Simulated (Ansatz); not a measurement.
CuS:
```xyz
12
Lattice="1.8792 -3.2759 0.0000 1.8792 3.2759 0.0000 0.0000 0.0000 16.3221" Properties=species:S:1:pos:R:3 pbc="T T T"
Cu     1.8792    -0.8751     4.0805
Cu     1.8792     0.8751    12.2415
Cu     1.8792    -1.0638     9.9124
Cu     1.8792     1.0638     1.7514
Cu     1.8792     1.0638     6.4097
Cu     1.8792    -1.0638    14.5707
S      1.8792    -1.2969    12.2415
S      1.8792     1.2969     4.0805
S      1.8792    -3.2519     9.2118
S      1.8792     3.2519     1.0507
S      1.8792     3.2519     7.1103
S      1.8792    -3.2519    15.2713
```

Relaxed with r²SCAN.

Task: Which orbitals make up the states near the Fermi level in DFT-r²SCAN in the program Ansatz with PAW potentials?

Result: Within 0.5 eV of the Fermi level: S 3p 51 %, Cu 3d 44 %. Projections are on Löwdin-orthogonalised atomic valence shells; empty p or d shells of many metals are not among them.

Task: Tabulate the density of states.

Result: States/eV per cell of 12 atoms, in 0.25 eV bins, energy from the Fermi level.

```tsv
E (eV)	total	Cu 3d	S 3p	Cu 4s
-7.85	0.00	0.00	0.00	0.00
-7.60	0.00	0.00	0.00	0.00
-7.35	0.13	0.00	0.11	0.02
-7.10	1.91	0.07	1.50	0.30
-6.85	11.14	0.66	8.51	1.72
-6.60	5.18	0.39	4.02	0.64
-6.35	6.98	0.82	5.44	0.43
-6.10	5.65	0.84	4.06	0.58
-5.85	9.43	1.64	6.39	1.13
-5.60	8.82	1.96	5.83	0.76
-5.35	8.55	2.31	5.51	0.50
-5.10	22.02	7.06	14.44	0.25
-4.85	8.71	3.38	5.17	0.04
-4.60	11.05	3.66	6.85	0.36
-4.35	10.64	4.46	5.54	0.51
-4.10	3.97	2.36	1.52	0.05
-3.85	10.64	5.68	4.70	0.14
-3.60	3.16	1.75	1.35	0.02
-3.35	0.00	0.00	0.00	0.00
-3.10	3.04	2.89	0.10	0.01
-2.85	19.85	18.98	0.49	0.13
-2.60	46.31	44.71	0.72	0.39
-2.35	57.35	54.94	1.21	0.43
-2.10	19.59	17.30	1.29	0.34
-1.85	13.58	10.98	1.72	0.23
-1.60	16.14	12.36	2.77	0.32
-1.35	11.55	8.10	2.69	0.24
-1.10	12.93	8.27	3.85	0.26
-0.85	12.53	7.12	4.65	0.18
-0.60	10.27	5.15	4.52	0.12
-0.35	5.68	2.58	2.77	0.07
-0.10	3.69	1.58	1.88	0.05
0.15	3.00	1.23	1.59	0.04
0.40	2.37	0.93	1.31	0.02
0.65	1.47	0.55	0.86	0.01
0.90	0.65	0.24	0.39	0.00
1.15	0.06	0.01	0.03	0.00
1.40	0.43	0.05	0.25	0.03
1.65	0.91	0.08	0.56	0.07
1.90	2.30	0.17	1.48	0.12
2.15	7.28	0.48	4.96	0.19
2.40	4.79	0.30	3.48	0.10
2.65	0.57	0.03	0.26	0.13
2.90	0.33	0.01	0.05	0.15
3.15	0.38	0.01	0.05	0.18
3.40	1.05	0.03	0.12	0.33
3.65	3.23	0.08	0.34	0.86
3.90	6.17	0.13	0.61	1.49
4.15	6.31	0.14	0.73	1.66
4.40	5.37	0.12	0.66	1.57
4.65	5.07	0.09	0.65	1.43
```

Space group Cmcm. The workflow started from an entry of the Crystallography Open Database (COD, 8 K), which files this formula under 2 space groups. Whether it is the stable phase at ambient conditions was not checked. Symmetry was held in the r²SCAN relaxation; its stability against distortions is not shown here. No spin polarisation was allowed.

Potentials: the later of the program's two PAW sets.
